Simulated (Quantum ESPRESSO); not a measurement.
**Band energies of CdF2**

```xyz
3
Lattice="0.0000 2.7005 2.7005 2.7005 0.0000 2.7005 2.7005 2.7005 0.0000" Properties=species:S:1:pos:R:3 pbc="T T T"
F      1.3503     1.3503     1.3503
F      4.0508     4.0508     4.0508
Cd     0.0000     0.0000     0.0000
```

LDA (Quantum ESPRESSO, PseudoDojo norm-conserving, 102 Ry, without SOC); path ΓXWKΓLUWLK,UX; energies in eV from the valence-band maximum.

```csv
k (1/Å),point,band 13,band 14,band 15,band 16,band 17,band 18,band 19,band 20
0.00,Γ,-0.99,-0.99,-0.48,-0.48,-0.48,2.79,12.30,12.30
0.21,,-1.11,-1.11,-0.48,-0.47,-0.47,3.21,11.78,12.45
0.53,,-1.72,-1.72,-0.49,-0.34,-0.34,4.73,10.44,13.05
0.85,,-2.54,-2.54,-0.51,-0.17,-0.17,6.53,9.57,13.08
1.16,X,-3.00,-3.00,-0.52,-0.09,-0.09,7.69,9.34,11.48
1.51,,-2.67,-2.35,-0.72,-0.58,-0.03,7.73,10.16,11.19
1.75,W,-2.59,-1.54,-1.54,-0.61,0.00,7.76,11.07,11.35
1.88,,-2.58,-1.89,-1.22,-0.59,-0.02,7.72,10.86,10.89
2.16,K,-2.55,-2.32,-0.97,-0.35,-0.20,7.65,10.42,10.72
2.26,,-2.36,-2.13,-1.25,-0.36,-0.24,7.52,10.39,10.90
2.57,,-1.80,-1.77,-1.56,-0.38,-0.38,6.45,9.95,12.25
2.88,,-1.55,-1.30,-0.95,-0.45,-0.43,4.73,10.54,12.74
3.18,,-1.10,-1.04,-0.52,-0.48,-0.48,3.20,11.79,12.43
3.39,Γ,-0.99,-0.99,-0.48,-0.48,-0.48,2.79,12.30,12.30
3.49,,-1.01,-1.01,-0.49,-0.48,-0.48,2.90,12.16,12.34
3.79,,-1.25,-1.25,-0.88,-0.46,-0.46,4.13,10.87,12.86
4.10,,-1.72,-1.65,-1.65,-0.41,-0.41,5.83,9.57,13.67
4.40,L,-2.32,-1.87,-1.87,-0.38,-0.38,6.89,8.79,14.09
4.70,,-2.18,-2.04,-1.54,-0.41,-0.34,7.10,9.17,13.03
5.01,,-2.43,-2.22,-1.13,-0.37,-0.23,7.56,10.17,11.11
5.11,U,-2.55,-2.32,-0.97,-0.35,-0.20,7.65,10.42,10.72
5.32,,-2.57,-2.05,-1.10,-0.54,-0.06,7.70,10.67,10.81
5.52,W,-2.59,-1.54,-1.54,-0.61,0.00,7.76,11.07,11.35
5.61,,-2.57,-1.57,-1.54,-0.60,-0.01,7.72,10.73,11.42
5.89,,-2.32,-1.84,-1.50,-0.49,-0.20,7.33,9.61,12.36
6.16,,-2.26,-1.93,-1.71,-0.40,-0.36,6.96,8.93,13.68
6.34,L,-2.32,-1.87,-1.87,-0.38,-0.38,6.89,8.79,14.09
6.43,,-2.30,-1.88,-1.82,-0.39,-0.38,6.91,8.82,13.99
6.70,,-2.15,-2.09,-1.48,-0.41,-0.32,7.17,9.30,12.72
6.97,,-2.44,-2.23,-1.11,-0.36,-0.22,7.57,10.22,11.04
7.06,K,-2.55,-2.32,-0.97,-0.35,-0.20,7.65,10.42,10.72
7.06,U,-2.55,-2.32,-0.97,-0.35,-0.20,7.65,10.42,10.72
7.16,,-2.72,-2.52,-0.72,-0.32,-0.15,7.69,9.99,11.04
7.47,X,-3.00,-3.00,-0.52,-0.09,-0.09,7.69,9.34,11.48
```

The LDA gap is indirect, 2.80 eV, from W to Γ; the smallest direct gap is 3.27 eV.

Spin-orbit splittings are left out.

Geometry of the Materials Project entry, not relaxed at this level.
